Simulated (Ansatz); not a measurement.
# Data sheet: CuPd (DFT)

CuPd:
```
CELL_PARAMETERS angstrom
      1.34140     0.77446     4.20673
     -1.34140     0.77446     4.20673
      0.00000    -1.54891     4.20673
ATOMIC_POSITIONS crystal
  Cu 0.00000 0.00000 0.00000
  Pd 0.50000 0.50000 0.50000
```

Space group R-3m (No. 166); conventional cell a = b = 2.6828 Å, c = 12.6202 Å, α = β = 90.00°, γ = 120.00°.

Method: plane-wave PAW PBEsol (Ansatz code). Geometry: relaxed at this level of theory. Other levels are named where they apply.

Cell and energy:

```json
{
 "volume_per_atom": "13.11 Å³",
 "density": "10.76 g/cm³",
 "Formation energy from the elements (no fitted shifts)": "-0.081 eV/atom"
}
```

Electronic structure:

```json
{
 "electronic_character": "metallic (no gap)",
 "Density of states at the Fermi level": "0.48 states/eV per atom (mean over ±0.08 eV)",
 "Gap with spin–orbit coupling": "none (metallic)"
}
```

Mechanics:

```json
{
 "Bulk modulus (Birch–Murnaghan fit)": "185 GPa",
 "Pressure derivative B′": "5.2",
 "Elastic constants (relaxed ions, GPa)": "C11 = 295, C12 = 131, C13 = 127, C14 = -28.9, C33 = 313, C44 = 60.1",
 "mechanical_stability": "stable (all eigenvalues of C positive)",
 "hill_bulk_and_shear_moduli": "186 and 68.6 GPa",
 "Young's modulus": "183 GPa",
 "Poisson's ratio": "0.34",
 "debye_temperature_from_the_elastic_constants": "358 K"
}
```

Phonons:

```json
{
  "highest_zone_centre_frequency": "256 cm⁻¹",
  "zone_centre_stability": "no imaginary mode at Γ"
}
```

The workflow started from a Materials Project entry (that database holds measured and hypothetical structures alike); the Crystallography Open Database copy checked does not list it. COD files the formula under space group No. 221. With Cu and Pd taken as one species the cell has the higher symmetry Fm-3m, so it may be an ordered model of a mixed-site phase. Its standing as an ambient phase is unchecked. Symmetry was held in the PBEsol relaxation. The run is not spin-polarised. As this level gives no gap, shear constants depend on the k-mesh and smearing (Fermi–Dirac, 0.1 eV here). As this level gives no gap, phonon frequencies hold no LO–TO term and depend on the k-mesh and smearing (Fermi–Dirac, 0.1 eV here). Axis ratios of metals converge slowly with the k-mesh, so a and c are less sure than the volume. The references are the lowest solids computed at this level, not always the standard phases. Spin–orbit coupling is left out wherever it is not named.

Potentials: the later of the program's two PAW sets.
